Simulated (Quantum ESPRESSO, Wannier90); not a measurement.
**Wannier functions of BaTiO3 (cubic perovskite)**

```xyz
5
Lattice="4.0077 0.0000 0.0000 0.0000 4.0077 0.0000 0.0000 0.0000 4.0077" Properties=species:S:1:pos:R:3 pbc="T T T"
Ba     2.0038     2.0038     2.0038
Ti     0.0000     0.0000     0.0000
O      2.0038     0.0000     0.0000
O      0.0000     2.0038     0.0000
O      0.0000     0.0000     2.0038
```

Materials Project entry mp-2998; symmetrised, unrelaxed at this level. COD (Crystallography Open Database) records the formula in this space group. Ideal cubic forms of this type are often high-temperature phases that distort on cooling; symmetry holds the cell here, and its stability was not tested. Computed values, not measurements, from PBEsol: Quantum ESPRESSO (norm-conserving PseudoDojo potentials, cutoff 68 Ry, no spin polarisation, no spin-orbit coupling) on a Γ-centred 6×6×6 mesh, then Wannier90. Density: 8×8×8 mesh, cold smearing 0.01 Ry. Spin-orbit coupling is left out although heavy elements are present.

Functional, cutoff and mesh named above are those of the base row (PBEsol); the first column says what each row takes instead. Model: 12 functions from bands 6-8,12-20, start SCDM (isolated) (the valence bands). Energies are relative to the valence-band maximum; the misfit is to pw.x on a path, for all bands of the set. The functional changes, each with its own PseudoDojo files and their cutoffs, on the same cell. Ω_total can sit in another minimum from row to row; Ω_I of an isolated set cannot.

| functional | Ω_I (Å²) | Ω_total (Å²) | rms misfit (meV) | gap (eV) | bottom of band 6 (eV) |
|---|---|---|---|---|---|
| LDA | 13.35 | 14.70 | 1.4 | 1.74 | -16.74 |
| PBE | 12.96 | 14.29 | 1.3 | 1.82 | -17.01 |
| PBEsol | 13.23 | 14.57 | 1.3 | 1.78 | -16.95 |
